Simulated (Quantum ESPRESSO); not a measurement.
# Planted mistakes on one cell of Al2ZnF7Cl

The results below are calculated, not measured. They come from pw.x of Quantum ESPRESSO 7.5, a plane-wave density functional program, with PseudoDojo standard norm-conserving files (v0.5 for PBE, v0.4.1 for LDA and PBEsol). The cells are made up: elements, strain and atom displacements were drawn at random, and nothing was relaxed. There is no spin polarisation, spin-orbit coupling or dispersion term.

The cell has 12 sites of a fluorite lattice. Sites 1 to 4 hold Al Al Zn empty; sites 5 to 12 hold F F F F F Cl F F. Cell vectors in Å: (5.022, -0.003, 0.019); (-0.003, 4.930, 0.018); (0.019, 0.018, 4.997). Settings: PBE, cutoff 1143 eV, 4 x 5 x 5 k mesh shifted by half a step, Fermi-Dirac smearing of 0.025 eV.

The intended run has a self-consistency threshold of 1e-07 eV, a smearing term of 0.000 eV, a pressure of 2.53 GPa and 11 iterations. Each further run changes one thing: all lengths scaled by 0.9832; atoms of sites 5 and 10 exchanged; cutoff 730 eV; files of LDA; k mesh 2 x 2 x 2; one electron added; smearing 0.48 eV; threshold 0.05 eV. A coarse mesh keeps the shift, and a charged cell sits in a uniform background.

```
run  change of free energy (eV)  smearing term -TS (eV)  change of P (GPa)  largest change of a force component (eV/Å)  iterations
  A                       0.152                   0.000               0.24                                       3.470          11
  B                      -0.019                  -0.111               0.16                                       0.026          10
  C                       0.024                   0.000               1.97                                       0.106           4
  D                       9.685                  -0.007              26.32                                       0.565          10
  E                       8.291                   0.000             -72.71                                       0.099          11
  F                       0.230                   0.000               7.27                                       0.458          10
  G                      -0.124                   0.000              -0.22                                       0.053          11
  H                      14.699                   0.000              -9.72                                       0.238          10
```

A rerun of the intended cell at 1437 eV and k mesh 6 x 7 x 7 moved values by no more than 0.003 eV in the cell's energy, 0.02 GPa in stress and 0.002 eV/Å in force.

Question: which change belongs to which run?

## Worked reading

Run C has the fewest iterations, as a run stopped early does. Run B has the largest smearing term, as wide smearing gives. Run E has a higher energy and the largest fall in pressure, as too small a basis gives. Run F changes the volume by a factor of 0.9504; minus its pressure change over the logarithm of that factor, 143 GPa, is a rough bulk modulus with clamped atoms. Energies from files of another functional, or of a charged cell, have another zero and say nothing on stability; the pressure of a charged cell rests on the program's zero of potential too.

## Key

| run | change |
| --- | --- |
| A | atoms of sites 5 and 10 exchanged |
| B | smearing 0.48 eV |
| C | threshold 0.05 eV |
| D | one electron added |
| E | cutoff 730 eV |
| F | all lengths scaled by 0.9832 |
| G | k mesh 2 x 2 x 2 |
| H | files of LDA |